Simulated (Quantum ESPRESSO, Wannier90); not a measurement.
## Wannierisation of CsPbI3 (cubic perovskite)

```xyz
5
Lattice="6.2751 0.0000 0.0000 0.0000 6.2751 0.0000 0.0000 0.0000 6.2751" Properties=species:S:1:pos:R:3 pbc="T T T"
Cs     3.1376     3.1376     3.1376
Pb     0.0000     0.0000     0.0000
I      0.0000     0.0000     3.1376
I      3.1376     0.0000     0.0000
I      0.0000     3.1376     0.0000
```

Materials Project entry mp-1069538; symmetrised, unrelaxed at this level. Not found in the COD (Crystallography Open Database) copy used, which has the formula in other groups; not checked further. Method: PBEsol plane waves in Quantum ESPRESSO 7.5 (PseudoDojo norm-conserving files, 56 Ry, no spin polarisation, no spin-orbit coupling), Bloch states on a 6×6×6 mesh through Γ, Wannier90 4.0.1. Density: 6×6×6 mesh, cold smearing 0.01 Ry. Spin-orbit coupling is left out although heavy elements are present.

A tight-binding model is made by disentanglement and projection with no localisation steps (num_iter = 0), so the 16 orbitals stay atom-like: hydrogen-like Cs: s; Pb: p; I: s;p, axes along x, y, z; frozen window up to 2.74 eV relative to the valence-band maximum. It follows pw.x to 0.6 meV rms for states up to 2.2 eV relative to the valence-band maximum. Matrix elements depend on this choice of orbitals and windows. Bands 10–13 (Cs 5p 75 %, Pb 6s 18 %, I 5p 5 %) lie between the kept ones and are excluded.

**Question.** What are the on-site energies relative to the valence-band maximum, and how fast do the hoppings decay?

**Answer.** 
```
atom  orbitals  energy (eV)
----  --------  -----------
Cs1          s         3.99
Pb2   pz px py         1.71
I3           s       -11.75
I3          pz        -0.94
I3       px py        -1.60
I4           s       -11.75
I4       pz py        -1.60
I4          px        -0.94
I5           s       -11.75
I5       pz px        -1.60
I5          py        -0.94
```

```tsv
distance of the centres (Å)	largest modulus (eV)
3–4	1.9
4–5	0.34
5–6	0.029
6–7	0.32
7–8	0.031
8–9	0.065
9–10	0.086
10–11	0.0060
11–12	0.0036
12–13	0.029
```
